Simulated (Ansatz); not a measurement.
InP (zinc blende)

```
InP
1.0
    0.00000     5.90701     5.90701
    2.95351     2.95351     5.90701
    2.95351     2.95351     0.00000
P In
2 2
Cartesian
  4.43026   4.43026   4.43026
  4.43026   7.38377   7.38377
  0.00000   0.00000   0.00000
  2.95351   5.90701   8.86052
```

The atoms are displaced by Q × the pattern below (from a DFPT mode at X = (0.5, 0.5, 0.0), largest move 1; Q in Å), at fixed cell. It is one choice among 2 degenerate patterns. (q is in reciprocal vectors of the primitive cell; the cell shown is doubled to hold the pattern.)

```json
[
 {"atom": "P1", "x": "0.000", "y": "-1.000", "z": "0.000"},
 {"atom": "P2", "x": "0.000", "y": "1.000", "z": "0.000"},
 {"atom": "In3", "x": "0.198", "y": "0.000", "z": "0.000"},
 {"atom": "In4", "x": "-0.198", "y": "0.000", "z": "0.000"}
]
```

The numbers are results of r2SCAN (plane waves to 500 eV, PAW, scalar-relativistic; Ansatz, a program for electronic structure), not measurements. k mesh 10×10×10 (Γ-centred), Fermi-Dirac smearing 0.05 eV. Energies are smeared free energies. InP was relaxed with its symmetry unable to fall. ΔE is measured from the undisplaced structure.

```json
[
 {"Q (Å)": "-0.280", "ΔE (meV/cell)": "1008"},
 {"Q (Å)": "-0.187", "ΔE (meV/cell)": "449"},
 {"Q (Å)": "-0.093", "ΔE (meV/cell)": "112"},
 {"Q (Å)": "0.000", "ΔE (meV/cell)": "0"},
 {"Q (Å)": "0.093", "ΔE (meV/cell)": "112"},
 {"Q (Å)": "0.187", "ΔE (meV/cell)": "449"},
 {"Q (Å)": "0.280", "ΔE (meV/cell)": "1008"}
]
```

### Question
Which DFPT wavenumber at X = (0.5, 0.5, 0.0) belongs to this mode?
A) 69 cm⁻¹
B) 178 cm⁻¹
C) 314 cm⁻¹

### Answer
C, 314 cm⁻¹. The curvature of the scan gives 314 cm⁻¹

(For displaced atoms, the force is minus the slope of the energy, and its curvature is a force constant, which sets phonon frequencies.)
